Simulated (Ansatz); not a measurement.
Here is the system:

NaCl (CsCl type, Pm-3m), a = b = c = 3.4469 Å, α = β = γ = 90.00°.

This is the PBEsol-relaxed structure.

Task: All from PBEsol (plane waves, PAW; program Ansatz), unless another level is named. Estimate the smallest direct gap on the standard path.

Result: 4.54 eV.

Task: Give the electron effective mass.

Result: 0.36 mₑ (isotropic).

Task: And the weight of the valence-edge state by species (Voronoi cells)?

Result: Cl 97 %, Na 3 %.

This is a known high-pressure phase of the composition, computed here at zero pressure and temperature. Symmetry was held in the PBEsol relaxation. At this level the phase is dynamically unstable (imaginary phonons).

Potentials: the later of the program's two PAW sets.
